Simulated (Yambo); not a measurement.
A G0W0@PBE run in Yambo for ZnSe (zinc blende, space group F-43m, No. 216) under isotropic strain of -1 % on all lattice vectors (4×4×4 Γ-centred k mesh, bands 14 to 208 and a 15 Ry block in the screening, 208 bands in G with the Bruneval-Gonze terminator, plasmon pole fitted at 27.2 eV) gives these matrix elements, in eV, at the band edges (Γ → Γ):

| state | E0 | <Vxc> | <Σx> | <Σc(E0)> | Z |
|---|---|---|---|---|---|
| valence edge | 0.000 | -17.453 | -20.173 | 1.833 | 0.799 |
| conduction edge | 1.491 | -12.952 | -8.957 | -3.834 | 0.815 |

Q: Solve the linearised quasiparticle equation for both states, give the gap, and say how exchange and correlation each act on it.

A: E = E0 + Z(Σx + Σc − Vxc). Valence: 0.000 + 0.799 × (-20.173 + (1.833) − (-17.453)) = -0.71 eV. Conduction: 1.491 + 0.815 × (-8.957 + (-3.834) − (-12.952)) = 1.62 eV. The gap is 2.33 eV, against 1.49 eV in PBE. Replacing Vxc by bare exchange alone would open it by 6.72 eV; correlation takes back 5.67 eV of that, and Z scales what is left. Convergence of the G0W0 settings was not tested. Spin-orbit splittings are left out.

Geometry strained from the cell relaxed with PBEsol, atoms relaxed again; primitive cell a = b = c = 3.943 Å, α = β = γ = 60.00°.

The potentials are those of PseudoDojo's stringent table.
